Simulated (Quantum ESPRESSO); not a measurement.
```xyz
3
Lattice="3.6807 0.0000 0.0000 -1.8404 3.1876 0.0000 0.0000 0.0000 3.7360" Properties=species:S:1:pos:R:3 pbc="T T T"
H      0.0000     2.1251     0.0000
Se     1.8404     1.0625     1.8680
Y      0.0000     0.0000     0.0000
```

The PBEsol cell relaxed from Materials Project entry mp-28797 was given an isotropic strain of -3 % on all lattice vectors, and the atoms were relaxed again.

Task: What does PBEsol (Quantum ESPRESSO, PseudoDojo norm-conserving, 86 Ry, without SOC) give for the electronic structure near the Fermi level?

Result: The PBEsol gap is indirect, 1.35 eV, from A to Γ; the smallest direct gap is 1.71 eV. Spin-orbit splittings are left out.

The structure is a Materials Project entry; no match was found in the copy of COD used, and its stability was not checked.
